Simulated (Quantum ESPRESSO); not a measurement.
**Band energies of NiAl**

```
NiAl
1.0
    1.93870    -1.95319     0.00000
    1.93870     1.95319     0.00000
    0.00000     0.00000     3.09943
Al Ni
1 1
Cartesian
  0.00000   0.00000   0.00000
  1.93869   0.00000   1.54971
```

PBEsol (pw.x of Quantum ESPRESSO, ONCV potentials, without SOC); path ΓXSRAZΓYX1A1TY,ZT; energies in eV from the Fermi level.

| k (1/Å) | point | band 6 | band 7 | band 8 | band 9 | band 10 | band 11 | band 12 | band 13 |
|---|---|---|---|---|---|---|---|---|---|
| 0.00 | Γ | -3.44 | -3.31 | -1.67 | -1.65 | -1.35 | 2.90 | 7.00 | 7.05 |
| 0.97 |  | -3.51 | -2.93 | -2.37 | -2.17 | -2.14 | 0.76 | 3.19 | 7.29 |
| 1.61 | X | -3.28 | -2.46 | -2.46 | -2.46 | -2.34 | -0.86 | 2.21 | 3.31 |
| 2.06 |  | -5.11 | -2.58 | -2.39 | -2.32 | -2.17 | -0.48 | 4.70 | 5.13 |
| 2.74 | S | -6.56 | -2.82 | -2.78 | -2.08 | -1.54 | -0.37 | 7.76 | 7.92 |
| 3.19 |  | -6.00 | -2.84 | -2.76 | -2.05 | -1.70 | -0.48 | 4.19 | 4.59 |
| 3.76 | R | -3.58 | -3.47 | -2.89 | -2.00 | -1.92 | -1.22 | 1.28 | 2.20 |
| 4.27 |  | -3.86 | -3.71 | -2.61 | -1.19 | -0.79 | -0.45 | 1.45 | 2.44 |
| 4.89 | A | -4.19 | -4.16 | -1.19 | -0.85 | 1.82 | 2.05 | 2.16 | 3.92 |
| 5.19 |  | -4.10 | -4.01 | -1.30 | -1.28 | 0.40 | 0.56 | 2.86 | 3.86 |
| 6.20 |  | -6.87 | -2.92 | -2.27 | -2.02 | -1.44 | -1.23 | 7.16 | 9.78 |
| 6.50 | Z | -7.23 | -3.00 | -2.11 | -2.09 | -1.31 | -1.25 | 8.41 | 11.16 |
| 7.21 |  | -3.64 | -3.25 | -1.77 | -1.75 | -1.34 | 1.03 | 7.45 | 7.49 |
| 7.51 | Γ | -3.44 | -3.31 | -1.67 | -1.65 | -1.35 | 2.90 | 7.00 | 7.05 |
| 8.21 |  | -3.20 | -3.08 | -2.19 | -2.03 | -1.99 | 2.13 | 3.97 | 5.45 |
| 9.12 | Y | -3.28 | -2.46 | -2.46 | -2.46 | -2.34 | -0.86 | 2.20 | 3.30 |
| 9.12 | X1 | -3.28 | -2.46 | -2.46 | -2.46 | -2.34 | -0.86 | 2.21 | 3.31 |
| 10.03 |  | -4.17 | -4.14 | -1.26 | -0.85 | 1.81 | 1.83 | 1.94 | 3.88 |
| 10.13 | A1 | -4.19 | -4.16 | -1.19 | -0.85 | 1.82 | 2.05 | 2.16 | 3.92 |
| 10.13 | T | -4.19 | -4.16 | -1.19 | -0.85 | 1.82 | 2.04 | 2.16 | 3.93 |
| 10.94 |  | -3.13 | -3.08 | -3.03 | -1.70 | -1.63 | -0.86 | 2.19 | 3.33 |
| 11.15 | Y | -3.28 | -2.46 | -2.46 | -2.46 | -2.34 | -0.86 | 2.20 | 3.30 |
| 11.15 | Z | -7.23 | -3.00 | -2.11 | -2.09 | -1.31 | -1.25 | 8.41 | 11.16 |
| 11.81 |  | -5.62 | -2.89 | -2.56 | -1.88 | -1.60 | -1.14 | 5.56 | 6.98 |
| 12.75 | T | -4.19 | -4.16 | -1.19 | -0.85 | 1.82 | 2.04 | 2.16 | 3.93 |

A metal at this level: along this path bands 10, 11 cross the Fermi level.

Geometry of the Materials Project entry, not relaxed at this level.

This is not the ordinary phase of the substance; no match was found in the copy of COD used, and its stability was not checked.

The runs are not spin-polarised; magnetic order was not tried.

Letters of k points follow the standard setting of the lattice, whose axes may be ordered differently from the printed cell.
